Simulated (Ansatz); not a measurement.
Relaxation of a randomly generated symmetric cell of Sr (space group No. 139); 1 atom in the cell, which starts as I4/mmm (No. 139), tI2; a = b = 4.7085 Å, c = 5.5216 Å, α = β = γ = 90.00°. Level of theory: PBE (plane waves to 420 eV, PAW, scalar-relativistic; Ansatz, a first-principles code). Γ-centred k-mesh 10×10×10 on the run's cell (coarser than for final values), Fermi–Dirac smearing 0.05 eV. This is the first round of the run. 

The optimiser's lines from the output (shortened; P is positive under compression):

```
relax step   1: F+E_penalty+E_count = -3544.21573590 eV  Δ(F+E_penalty+E_count) = +0.000e0 eV  max|allowed force component| = 0.000e0 eV/Å  Δτ_max = 0.0000 Å  P = -1.100 GPa  Ω = 61.207 Å³  (6 SCF iters, dr2 threshold 1.00e-7 eV, accepted)
relax step   2: F+E_penalty+E_count = -3544.22740622 eV  Δ(F+E_penalty+E_count) = -1.167e-2 eV  max|allowed force component| = 0.000e0 eV/Å  Δτ_max = 0.0000 Å  P = -0.845 GPa  Ω = 59.304 Å³  (4 SCF iters, dr2 threshold 1.00e-7 eV, accepted)
relax step   3: F+E_penalty+E_count = -3544.24091352 eV  Δ(F+E_penalty+E_count) = -1.351e-2 eV  max|allowed force component| = 0.000e0 eV/Å  Δτ_max = 0.0000 Å  P = +0.161 GPa  Ω = 53.739 Å³  (5 SCF iters, dr2 threshold 1.00e-7 eV, accepted)
relax step   4: F+E_penalty+E_count = -3544.24131928 eV  Δ(F+E_penalty+E_count) = -4.058e-4 eV  max|allowed force component| = 0.000e0 eV/Å  Δτ_max = 0.0000 Å  P = -0.008 GPa  Ω = 54.528 Å³  (4 SCF iters, dr2 threshold 1.00e-7 eV, accepted)
relax step   5: F+E_penalty+E_count = -3544.24154011 eV  Δ(F+E_penalty+E_count) = -2.208e-4 eV  max|allowed force component| = 0.000e0 eV/Å  Δτ_max = 0.0000 Å  P = +0.006 GPa  Ω = 54.488 Å³  (4 SCF iters, dr2 threshold 1.72e-8 eV, accepted)
relax step   6: F+E_penalty+E_count = -3544.24236174 eV  Δ(F+E_penalty+E_count) = -8.216e-4 eV  max|allowed force component| = 0.000e0 eV/Å  Δτ_max = 0.0000 Å  P = +0.008 GPa  Ω = 54.554 Å³  (4 SCF iters, dr2 threshold 2.69e-8 eV, accepted)
relax step   7: F+E_penalty+E_count = -3544.24529193 eV  Δ(F+E_penalty+E_count) = -2.930e-3 eV  max|allowed force component| = 0.000e0 eV/Å  Δτ_max = 0.0000 Å  P = +0.025 GPa  Ω = 54.653 Å³  (5 SCF iters, dr2 threshold 3.83e-8 eV, accepted)
relax step   8: F+E_penalty+E_count = -3544.24699746 eV  Δ(F+E_penalty+E_count) = -1.706e-3 eV  max|allowed force component| = 0.000e0 eV/Å  Δτ_max = 0.0000 Å  P = +0.025 GPa  Ω = 54.720 Å³  (4 SCF iters, dr2 threshold 4.62e-8 eV, accepted)
relax step   9: F+E_penalty+E_count = -3544.24701515 eV  Δ(F+E_penalty+E_count) = -1.769e-5 eV  max|allowed force component| = 0.000e0 eV/Å  Δτ_max = 0.0000 Å  P = +0.001 GPa  Ω = 54.834 Å³  (4 SCF iters, dr2 threshold 4.01e-9 eV, accepted)
relax step  10: F+E_penalty+E_count = -3544.24702188 eV  Δ(F+E_penalty+E_count) = -6.727e-6 eV  max|allowed force component| = 0.000e0 eV/Å  Δτ_max = 0.0000 Å  P = -0.002 GPa  Ω = 54.847 Å³  (5 SCF iters, accepted)
relax step  11: F+E_penalty+E_count = -3544.24704080 eV  Δ(F+E_penalty+E_count) = -1.892e-5 eV  max|allowed force component| = 0.000e0 eV/Å  Δτ_max = 0.0000 Å  P = -0.001 GPa  Ω = 54.847 Å³  stress off target by 2.50e-3 GPa  SCF on the basis re-selected at this cell (its energy is not comparable with the rows above)  (5 SCF iters)
```

From the first to the last row the energy changes by -0.03 eV/atom and the volume by -10.4 %. The last row is marked as not comparable with the walk above it, whose basis was carried along; it does compare with step 1, since both stand on a basis selected at the nominal cutoff for their own cell.

Later rounds, restarted from the end of this one on a renewed k-mesh, logged 4 more steps and released under 0.01 eV/atom more. The final structure after all rounds: Fm-3m (No. 225), cF4, fcc (Cu type); a = 6.031 Å, b = 6.031 Å, c = 6.031 Å, α = 90.00°, β = 90.00°, γ = 90.00°. Between re-selections the logged energies stand on a plane-wave basis carried along with the cell. No spin polarisation in the result.

The run could not lose the symmetry of its start.
